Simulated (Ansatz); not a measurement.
I (fcc (Cu type), space group No. 225) under volume change, plane-wave PAW PBE (Ansatz code), scaled uniformly.

```json
[
 {"V (Å³/atom)": "31.827", "E − E(relaxed) (meV/atom)": "…", "P (GPa)": "…"},
 {"V (Å³/atom)": "32.876", "E − E(relaxed) (meV/atom)": "10.7", "P (GPa)": "1.75"},
 {"V (Å³/atom)": "33.925", "E − E(relaxed) (meV/atom)": "…", "P (GPa)": "…"},
 {"V (Å³/atom)": "34.974", "E − E(relaxed) (meV/atom)": "0.0", "P (GPa)": "0.00"},
 {"V (Å³/atom)": "36.024", "E − E(relaxed) (meV/atom)": "2.2", "P (GPa)": "-0.65"},
 {"V (Å³/atom)": "37.073", "E − E(relaxed) (meV/atom)": "8.2", "P (GPa)": "-1.18"},
 {"V (Å³/atom)": "38.122", "E − E(relaxed) (meV/atom)": "17.4", "P (GPa)": "-1.61"}
]
```

### Question
Some entries are withheld; supply them.

### Answer

- 31.827, E − E(relaxed) (meV/atom): 25.9
- 31.827, P (GPa): 2.91
- 33.925, E − E(relaxed) (meV/atom): 2.5
- 33.925, P (GPa): 0.79

### Question
What does a third-order Birch–Murnaghan fit give for V₀, B₀ and B′?

### Answer
V₀ = 34.98 Å³/atom, B₀ = 23.8 GPa, B′ = 5.6.

Space group Fm-3m (fcc (Cu type)). A made-up cell: these elements were put on the sites of a structure type; neither database checked (COD, Materials Project) lists it. It is not the phase usual at ambient conditions (space group No. 64). The cell was relaxed with PBE under the symmetry of its start; its stability against distortions is not shown here. Spin–orbit coupling is left out wherever it is not named.

Potentials: the later of the program's two PAW sets.
